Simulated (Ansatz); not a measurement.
RbBiF6:
```
RbBiF6
1.0
    3.85382     2.22500     2.59837
   -3.85382     2.22500     2.59837
    0.00000    -4.45001     2.59837
Rb Bi F
1 1 6
Direct
  0.50000   0.50000   0.50000
  0.00000   0.00000   0.00000
  0.20891   0.92408   0.32979
  0.79109   0.07592   0.67021
  0.32979   0.20891   0.92408
  0.67021   0.79109   0.07592
  0.92408   0.32979   0.20891
  0.07592   0.67021   0.79109
```

Relaxed with r²SCAN.

Problem. Give the Bader charges and basin volumes of the independent atoms, plane-wave PAW r²SCAN (Ansatz code).

Solution. 

```tsv
atom	Bader charge (e)	Bader volume (Å³)
Rb1	+0.94	25.5
Bi2	+3.01	11.6
F3	-0.66	16.1
```

Space group R-3. The workflow started from a Materials Project entry (that database holds measured and hypothetical structures alike); the Crystallography Open Database files this formula in space group No. 148, but the cells were not matched. Its standing as an ambient phase is unchecked. The cell was relaxed with r²SCAN under the symmetry of its start; its stability against distortions is not shown here. Spin–orbit coupling is left out wherever it is not named.

Potentials: the later of the program's two PAW sets.
